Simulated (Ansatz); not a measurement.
LiF:
```xyz
2
Lattice="0.0000 1.9546 1.9546 1.9546 0.0000 1.9546 1.9546 1.9546 0.0000" Properties=species:S:1:pos:R:3 pbc="T T T"
Li     0.0000     0.0000     0.0000
F      1.9546     1.9546     1.9546
```

Relaxed with LDA.

Give the optical modes at the zone centre with their infrared and Raman activity from DFPT, the program Ansatz at the LDA level (PAW).

Transverse frequencies, without the LO–TO term; a row sums one degenerate level.

| ω (cm⁻¹) | degeneracy | IR ((D/Å)²/amu) | Raman (Å⁴/amu) | activity | symmetry |
|---|---|---|---|---|---|
| 339 | 3 | 14.74 | 0 | IR | T1u |

How high does the top mode go among those that the LO–TO term moves?

668 cm⁻¹ for q along x.

Space group Fm-3m (rock salt). Symmetry was held in the LDA relaxation; phonons on a q-mesh show no instability.

Potentials: the later of the program's two PAW sets.
